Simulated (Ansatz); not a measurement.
V2O5 at a changed volume — 17O NMR of the central transition

Cell: a measured structure from the Crystallography Open Database (COD), relaxed with PBE at fixed cell and then changed (volume scaled by 0.94, ions relaxed).

Space group Pmmn:1 (No. 59); a = 3.4912, b = 11.2770, c = 4.2788 Å.

```
site  Wyckoff  site symmetry       x       y       z
   V       4e            m..  0.0000  0.8510  0.1242
  O5       4e            m..  0.0000  0.8550  0.4944
  O9       4e            m..  0.0000  0.6795  0.9953
 O13       2a            mm2  0.0000  0.0000  0.0046
```

One atom of each set is listed.

All values are calculated (Ansatz; DFT, PBE, plane waves and PAW, scalar-relativistic, 420 eV cutoff, Γ-centred 7×2×6 k-points, Fermi–Dirac smearing 0.02 eV), not measured.

17O has I = 5/2 and Q = -25.58 mb (Pyykkö 2018); at 16.4 T its Larmor frequency is ν₀ = 94.7 MHz. Only the quadrupole interaction is simulated: positions count from each site's isotropic chemical shift, and J coupling is left out, as are shift anisotropy and dipolar coupling, which fast spinning averages.

Problem. What does the 17O spectrum (fast magic-angle spinning) show for each site?

Solution. 

```json
{"site": "O5", "first shell": "1 V at 1.58 Å", "C_Q (MHz)": "0.720", "η": "0.62", "P_Q (MHz)": "0.765", "δ_QIS (ppm)": "-0.392", "breadth (kHz)": "0.0857"}
{"site": "O9", "first shell": "3 V at 1.85–2.01 Å", "C_Q (MHz)": "2.88", "η": "0.69", "P_Q (MHz)": "3.10", "δ_QIS (ppm)": "-6.44", "breadth (kHz)": "1.40"}
{"site": "O13", "first shell": "2 V at 1.76 Å, angle 146°", "C_Q (MHz)": "3.51", "η": "0.00", "P_Q (MHz)": "3.51", "δ_QIS (ppm)": "-8.22", "breadth (kHz)": "1.67"}
```

δ_QIS = −(ν_Q²/30ν₀²)[I(I+1) − 3/4](1 + η²/3) × 10⁶ ppm with ν_Q = 3|C_Q|/[2I(2I−1)]; it falls as 1/B₀² in ppm, and the breadth as 1/B₀ in kHz.

At O13 V_zz points along the bisector of its two bonds (within 1°).

At this changed cell the PBE pressure is 9 GPa.

The relaxation (5 steps) took 28 s of wall time (96 s of CPU time) and 0.83 GiB at its peak, on 4 threads of Intel Xeon Platinum 8259CL CPU @ 2.50GHz (Skylake/Cascade Lake) (x86_64; 16 cores open to the job, memory cap 8.0 GiB, no GPU), a shared host with a load of 0.4 a core.
